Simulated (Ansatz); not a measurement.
Relaxed-ion elastic tensor of Mo3Os (A15 (Cr3Si type), Pm-3n) in GPa (Voigt order), plane-wave PAW r²SCAN (Ansatz code); density 12.94 g/cm³, 15.33 Å³ per atom.

```
     1    2    3    4    5    6
-  ---  ---  ---  ---  ---  ---
1  536  189  189  0.0  0.0  0.0
2  189  536  189  0.0  0.0  0.0
3  189  189  536  0.0  0.0  0.0
4  0.0  0.0  0.0  105  0.0  0.0
5  0.0  0.0  0.0  0.0  105  0.0
6  0.0  0.0  0.0  0.0  0.0  105
```

**Question.** Is the crystal mechanically stable?

**Answer.** Yes: the smallest eigenvalue of C is 105 GPa.

**Question.** Work out the Voigt, Reuss and Hill averages.

**Answer.** K_V = 305, K_R = 305, K_H = 305; G_V = 132, G_R = 125, G_H = 129 GPa.

**Question.** Give Young's modulus, Poisson's ratio, Pugh's ratio and the universal anisotropy index.

**Answer.** E = 9KG/(3K + G) = 338 GPa; ν = 0.31; K/G = 2.37 (ductile by the Pugh limit of 1.75); A_U = 5G_V/G_R + K_V/K_R − 6 = 0.31.

**Question.** Estimate the sound speeds and the Debye temperature.

**Answer.** v_l = √((K + 4G/3)/ρ) = 6070 m/s, v_t = √(G/ρ) = 3150 m/s, mean 3530 m/s; Θ = (h/k)(3n/4πV)^(1/3) v_m = 423 K.

**Question.** Give the Zener ratio and Young's modulus along [100], [110] and [111].

**Answer.** A = 2C44/(C11 − C12) = 0.61; 1/E = S11 − 2(S11 − S12 − S44/2)Γ with Γ = 0, 1/4, 1/3 gives 437, 310, 283 GPa.

**Question.** Solve the Christoffel equation for the three sound speeds along [100], [110], [111].

**Answer.** Eigenvalues of C_ijkl n_j n_l equal ρv². In km/s, slowest first: [100] 2.85, 2.85, 6.43; [110] 2.85, 3.66, 6.01; [111] 3.41, 3.41, 5.86.

The first step of the workflow began from a Materials Project structure, measured or hypothetical; the Crystallography Open Database files this formula in space group No. 223, but the cells were not matched. Its standing as an ambient phase is unchecked. Symmetry was held in the r²SCAN relaxation; whether a distortion lowers the energy is not shown. The run is not spin-polarised. As this level gives no gap, shear constants depend on the k-mesh and smearing (Fermi–Dirac, 0.1 eV here). Scalar-relativistic: spin–orbit coupling is off unless named, which matters more the heavier the elements.

Potentials: the later of the program's two PAW sets.
